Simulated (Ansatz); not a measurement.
# Ir: from a starting cell to a relaxed one

The start is a relaxed Ir cell, doubled along one cell vector, shaken by Gaussian noise of σ = 0.08 Å a coordinate. The structure is fully relaxed (lattice and positions, P = 0) with PBEsol (plane waves to 420 eV, PAW, scalar-relativistic; Ansatz, an electronic-structure program). The first steps use a coarse 14×7×4 k-mesh.

Starting cell:
```
CELL_PARAMETERS angstrom
      2.70970     0.00000     0.00000
     -2.70970     4.69333     0.00000
      0.00000     0.00000     8.85530
ATOMIC_POSITIONS crystal
  Ir 0.07431 0.01826 0.99394
  Ir 0.99807 0.47358 0.98948
  Ir 0.01568 0.99780 0.51039
  Ir 0.01277 0.50528 0.51057
  Ir 0.33882 0.34576 0.23528
  Ir 0.32558 0.83601 0.25015
  Ir 0.67693 0.16139 0.76282
  Ir 0.64900 0.63602 0.74773
```

- Largest initial force: 4.32 eV/Å, on Ir1 (atoms numbered as listed)
- Energy released: 0.15 eV/atom
- Relative to the parent: It relaxes back to the parent, P6₃/mmc (No. 194)
- Optimiser moves: 6

It ends as:

Space group P6₃/mmc (No. 194); a = 2.710 Å, b = 2.710 Å, c = 8.855 Å, α = 90.00°, β = 90.00°, γ = 120.00°

```tsv
atom	site	symmetry	x	y	z
Ir	2a	-3m.	0.0000	0.0000	0.0000
Ir	2d	-6m2	0.6667	0.3333	0.2500
```

Final values are on a 20×20×6 k-mesh of the relaxed cell. No spin polarisation in the result.

The relaxed structure here is a generated cell of Ir: the first start was made by placing the elements on the sites of a structure type, and the end was not matched to a known phase here, so it may be hypothetical. Known forms of Ir include space group No. 225.
